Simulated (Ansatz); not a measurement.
Fe8N:
```cif
data_Fe16N2
_chemical_formula_sum 'Fe16 N2'
_space_group_name_H-M_alt 'I4/mmm'
_space_group_IT_number 139
_space_group_name_Hall '-I 4 2'
_cell_length_a 5.71471
_cell_length_b 5.71471
_cell_length_c 6.17864
_cell_angle_alpha 90.000
_cell_angle_beta 90.000
_cell_angle_gamma 90.000
loop_
_atom_site_label
_atom_site_type_symbol
_atom_site_symmetry_multiplicity
_atom_site_Wyckoff_symbol
_atom_site_fract_x
_atom_site_fract_y
_atom_site_fract_z
_atom_site_occupancy
Fe1 Fe 4 d 0.00000 0.50000 0.25000 1
Fe2 Fe 4 e 0.00000 0.00000 0.29808 1
Fe3 Fe 8 h 0.24116 0.24116 0.00000 1
N1 N 2 a 0.00000 0.00000 0.00000 1
```
(The calculation used a cell of 9 atoms; values per cell refer to that cell.)
The run is spin-polarised.

Relaxed at zero pressure with DFT-r²SCAN in the program Ansatz with PAW potentials.

The volume is raised by 9 % and shape and atoms relax at that volume. What pressure results, and how do the axes share the change?

-13.4 GPa; a 3.3 %, b 3.3 %, c 2.2 %; the energy rises by 47 meV/atom.

Give the new structure.


Space group I4/mmm (No. 139); a = b = 5.9019 Å, c = 6.3143 Å, α = β = γ = 90.00°

| atom | site | symmetry | x | y | z |
|---|---|---|---|---|---|
| Fe | 4d | -4m2 | 0.0000 | 0.5000 | 0.2500 |
| Fe | 4e | 4mm | 0.0000 | 0.0000 | 0.3001 |
| Fe | 8h | m.2m | 0.2392 | 0.2392 | 0.0000 |
| N | 2a | 4/mmm | 0.0000 | 0.0000 | 0.0000 |

The phase is kept; no other phase was compared at this pressure.

The first step of the workflow began from a Materials Project structure, measured or hypothetical; the Crystallography Open Database copy checked does not list it. Its standing as an ambient phase is unchecked. The cell was relaxed with r²SCAN under the symmetry of its start; whether a distortion lowers the energy is not shown. Magnetic state: ferromagnetic, chosen from 3 collinear starts compared on coarse meshes (ties went to the first, and starts can fall back to one state), not a proven ground state. Other orbital occupations within this spin state were not tried. No Hubbard U is applied.

Potentials: the later of the program's two PAW sets.
